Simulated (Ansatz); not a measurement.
## GaN: from a starting cell to a relaxed one

The start is a relaxed GaN cell with every coordinate shifted by Gaussian noise of σ = 0.3 Å. The cell and all atomic positions are relaxed at zero pressure with PBEsol (plane waves to 420 eV, PAW, scalar-relativistic; Ansatz, a first-principles code). The first steps use a coarse 9×9×9 k-mesh.

Input geometry:
```yaml
crystal:
  lattice:
    - [0.00000, 2.24904, 2.24904]
    - [2.24904, 0.00000, 2.24904]
    - [2.24904, 2.24904, 0.00000]
  atoms:
    - { symbol: N, position: [0.67020, 0.63483, 0.75219] }
    - { symbol: Ga, position: [0.05195, 0.96204, 0.02389] }
```

```yaml
initial_pressure: "+16.2 GPa (positive: the cell is compressed)"
energy_released: 0.56 eV/atom
relative_to_the_parent: It returns to the parent structure, F-43m (No. 216)
band_gap_at_the_end: 1.70 eV, direct at Γ (no spin-orbit coupling)
optimiser_moves: 5
```

Relaxed structure:

```cif
data_Ga4N4
_chemical_formula_sum 'N4 Ga4'
_space_group_name_H-M_alt 'F-43m'
_space_group_IT_number 216
_space_group_name_Hall 'F -4 2 3'
_cell_length_a 4.49806
_cell_length_b 4.49806
_cell_length_c 4.49806
_cell_angle_alpha 90.000
_cell_angle_beta 90.000
_cell_angle_gamma 90.000
loop_
_atom_site_label
_atom_site_type_symbol
_atom_site_symmetry_multiplicity
_atom_site_Wyckoff_symbol
_atom_site_fract_x
_atom_site_fract_y
_atom_site_fract_z
_atom_site_occupancy
N1 N 4 d 0.75000 0.75000 0.75000 1
Ga1 Ga 4 a 0.00000 0.00000 0.00000 1
```
(The calculation used a cell of 2 atoms; values per cell refer to that cell.)

Final values are on a 13×13×13 k-mesh of the relaxed cell. No spin polarisation in the result.
